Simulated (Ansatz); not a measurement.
Question: Name crystals whose computed values (the program Ansatz at the PBE level (PAW)) fall in these windows: ε∞ 4.1 to 5.3; B₀ by P(V) fit (GPa) 180 to 230; gap (eV) 3.1 to 4.2.

Answer: 

```json
[
 {"crystal": "AlN, P6_3mc (Pearson symbol hP12)", "ε∞": "4.62", "B₀ by P(V) fit (GPa)": "193", "gap (eV)": "3.80"}
]
```
Others may fit too.

Not the usual ambient phase: AlN, P6_3mc (Pearson symbol hP12). The cell was relaxed under the symmetry of its start.

Potentials: the later of the program's two PAW sets.
